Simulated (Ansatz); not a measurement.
Values for one crystal, relaxed and computed with DFT-r²SCAN in the program Ansatz with PAW potentials; other levels are named.

| Item | Value |
|---|---|
| Volume per atom | 21.09 Å³ |
| Electronic character | metallic (no gap) |
| Formation energy from the elements (no fitted shifts) | -0.45 eV/atom |
| Density of states at the Fermi level | 0.81 states/eV per atom (mean over ±0.08 eV) |

Pick the material that matches.
A) Y3In5, Cmcm (Pearson symbol oS32)
B) Y2InCu2, P4/mbm (Y on 4h, In on 2a, Cu on 4g)
C) Pr3In, Cu3Au type
D) GdIn, L1₀ or tetragonal B2

B, Y2InCu2, P4/mbm (Y on 4h, In on 2a, Cu on 4g)

The workflow started from a Materials Project entry (that database holds measured and hypothetical structures alike); the Crystallography Open Database copy checked does not list it. Whether it is the stable phase at ambient conditions was not checked. Symmetry was held in the r²SCAN relaxation; whether a distortion lowers the energy is not shown. The run is not spin-polarised. The references are the lowest solids computed at this level, not always the standard phases. Spin–orbit coupling is left out wherever it is not named.

Potentials: the later of the program's two PAW sets.
